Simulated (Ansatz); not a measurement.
**Profile along the Te–Cd line in CdTe (zinc blende)**

CdTe (zinc blende)

```cif
data_Cd4Te4
_chemical_formula_sum 'Te4 Cd4'
_space_group_name_H-M_alt 'F-43m'
_space_group_IT_number 216
_space_group_name_Hall 'F -4 2 3'
_cell_length_a 6.55762
_cell_length_b 6.55762
_cell_length_c 6.55762
_cell_angle_alpha 90.000
_cell_angle_beta 90.000
_cell_angle_gamma 90.000
loop_
_atom_site_label
_atom_site_type_symbol
_atom_site_symmetry_multiplicity
_atom_site_Wyckoff_symbol
_atom_site_fract_x
_atom_site_fract_y
_atom_site_fract_z
_atom_site_occupancy
Te1 Te 4 c 0.25000 0.25000 0.25000 1
Cd1 Cd 4 a 0.00000 0.00000 0.00000 1
```
(The calculation used a cell of 2 atoms; values per cell refer to that cell.)

Fields along a shortest Te–Cd line of a {110} plane (2.84 Å), from Te to Cd, interpolated on the slice's grid (step about 0.3 Å). Computed with r2SCAN (plane waves to 500 eV, PAW, scalar-relativistic; Ansatz, an electronic-structure program). k mesh 9×9×9. Near the nuclei the fields are pseudised (PAW); where an atom keeps semicore shells as valence, they peak there. CdTe was relaxed with its symmetry unable to fall. Spin-orbit coupling is left out, though Te is heavy.

```csv
distance from Te (Å),valence electron density (e/Å³),electron localisation function,density of the highest valence band (e/Å³),density of the lowest conduction band (e/Å³)
0.00,17.59,x,0.000,0.012
0.14,16.27,x,0.000,0.014
0.28,12.90,x,0.000,0.021
0.43,8.61,x,0.014,0.033
0.57,4.54,0.20,0.047,0.045
0.71,2.02,0.35,0.088,0.047
0.85,1.02,0.48,0.118,0.038
0.99,0.67,0.58,0.125,0.022
1.14,0.50,0.67,0.112,0.011
1.28,0.40,0.68,0.090,0.009
1.42,0.34,0.52,0.067,0.012
1.56,0.32,0.28,0.047,0.024
1.70,0.39,0.16,0.029,0.039
1.85,0.63,0.19,0.012,0.051
1.99,1.34,0.31,0.003,0.050
2.13,3.16,0.43,0.005,0.029
2.27,6.85,0.54,0.016,0.004
2.41,12.45,x,0.020,0.018
2.56,18.93,x,0.014,0.093
2.70,24.33,x,0.006,0.187
2.84,24.51,x,0.004,0.195
```

x: too close to a nucleus for the ELF to mean much. Band densities are of whole bands, smooth part only.

Density on the Te–Cd line (2.84 Å) at its density minimum, 1.6 Å from Te: 0.32 e/Å³. ELF at that point: 0.3. ELF maximum in the middle third of the Te–Cd line: 0.69, 1.2 Å from Te.
